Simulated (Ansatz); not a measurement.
The relaxed structure here is a generated cell of Ni: the first start was made by placing the elements on the sites of a structure type, and the end was not matched to a known phase here, so it may be hypothetical. Known forms of Ni include space group No. 225.

A relaxed cell of Ni (Pm-3m (No. 221)), relaxed on a k-mesh at least as fine as the one used below. Computed with PBE (plane waves to 420 eV, PAW, scalar-relativistic; Ansatz, a program for electronic structure). Γ-centred k-mesh 7×14×14 on the run's cell (coarser than for final values), Fermi–Dirac smearing 0.05 eV.

```
Ni
1.0
    4.65960     0.00000     0.00000
    0.00000     2.32980     0.00000
    0.00000     0.00000     2.32980
Ni
2
Direct
  0.00000   0.00000   0.00000
  0.50000   0.00000   0.00000
```
Spin-polarised start, with parallel moments on Ni.

The atoms are displaced by (Å):

```csv
atom,ux,uy,uz
Ni1,-0.014,-0.001,-0.109
Ni2,-0.043,-0.100,-0.074
```

Question: What forces (eV/Å) and pressure result?

Answer: 
```
atom     Fx     Fy     Fz
----  -----  -----  -----
Ni1   -0.20   0.12  -0.04
Ni2    0.20  -0.12   0.04
```

Pressure -0.3 GPa.

The undisplaced cell is probably no minimum: from this displacement the run went on to Fm-3m (No. 225), 0.71 eV/atom below it.

Spin state reached: ferromagnetic (net 0.57 μB/atom), from parallel starting moments; other spin orders were not run from this start.
